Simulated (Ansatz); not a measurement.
Ga (body-centred tetragonal, space group No. 139) under volume change, plane-wave PAW LDA (Ansatz code), shape and atoms relaxed at each volume.

```csv
V (Å³/atom),E − E(relaxed) (meV/atom),P (GPa)
15.567,34.1,7.79
16.080,14.2,4.71
16.593,3.3,2.14
17.106,0.0,0.00
17.619,2.9,-1.78
18.133,11.1,-3.24
18.646,23.5,-4.50
```

What does a third-order Birch–Murnaghan fit give for V₀, B₀ and B′?

V₀ = 17.11 Å³/atom, B₀ = 64.9 GPa, B′ = 5.1.

Space group I4/mmm (body-centred tetragonal). The first step of the workflow began from a Materials Project structure, measured or hypothetical; the Crystallography Open Database copy checked does not list it. It is not the phase usual at ambient conditions (space group No. 64). The cell was relaxed with LDA under the symmetry of its start; whether a distortion lowers the energy is not shown.

Potentials: the earlier of the program's two PAW sets.
